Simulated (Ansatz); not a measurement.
BP:
```
CELL_PARAMETERS angstrom
      5.55135     0.00000     0.00000
      0.00000     5.55135     0.00000
      0.00000     0.00000     3.19658
ATOMIC_POSITIONS crystal
  B  0.17836 0.17836 0.00000
  B  0.82164 0.82164 0.00000
  P  0.81926 0.18074 0.00000
  P  0.18074 0.81926 0.00000
  P  0.68074 0.68074 0.50000
  P  0.31926 0.31926 0.50000
  B  0.32164 0.67836 0.50000
  B  0.67836 0.32164 0.50000
```

Relaxed with r²SCAN. Special points in fractions of this cell's reciprocal vectors: Γ (0.000, 0.000, 0.000); X (0.000, 0.500, 0.000); M (0.500, 0.500, 0.000); Z (0.000, 0.000, 0.500); R (0.000, 0.500, 0.500); A (0.500, 0.500, 0.500).

Question: List the band energies nearest the valence-band maximum at these points for r²SCAN (plane waves, PAW; program Ansatz).

Answer: In eV from the valence-band maximum; about four levels below and three above (degenerate sets whole), none deeper than 8.9 eV; points with the same levels are listed once.

| k | below | above |
|---|---|---|
| Γ | -0.81 -0.41 0.00 0.00 | 1.50 2.24 2.84 2.84 |
| X | -1.86 -1.86 -1.52 -1.52 | 2.39 2.39 3.65 3.65 |
| M | -2.78 -2.78 -2.49 -2.49 | 2.92 2.92 3.28 3.28 |
| Z | -3.88 -3.88 -3.88 -3.88 | 1.73 1.73 5.28 5.28 |
| R | -3.65 -3.65 -2.23 -2.23 | 1.74 1.74 4.39 4.39 |
| A | -3.05 -3.05 -3.04 -3.04 | 1.73 1.73 2.63 2.63 |

Space group P4_2/mnm. The start of the workflow was typed in or built on a structure type; neither database checked (COD, Materials Project) lists it. It is not the phase usual at ambient conditions (space group No. 216). The cell was relaxed with r²SCAN under the symmetry of its start; whether a distortion lowers the energy is not shown.

Potentials: the earlier of the program's two PAW sets.
